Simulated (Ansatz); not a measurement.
A: InP (zinc blende), a = 5.9595 Å, b = 5.9595 Å, c = 5.9595 Å, α = 90.00°, β = 90.00°, γ = 90.00°
B: NbN (rock salt), a = b = c = 4.4213 Å, α = β = γ = 90.00°
C: BP (zinc blende), a = b = c = 4.548 Å, α = β = γ = 90.00°

Scan: energy against volume (even scaling of the relaxed cell, symmetry kept). All come from one method, each on a k mesh of its own. All were relaxed with their symmetry unable to fall. NbN is run without spin polarisation. This is a high-temperature form of NbN.

Problem. Rank these by bulk modulus (fitted) (lowest first), as PBE (plane waves to 420 eV, PAW, scalar-relativistic; Ansatz, a first-principles code) gives it.

Solution. A (59.4 GPa), C (162 GPa), B (306 GPa)

(Under strain, the slope of the energy per volume gives the stress and its curvature an elastic modulus.)
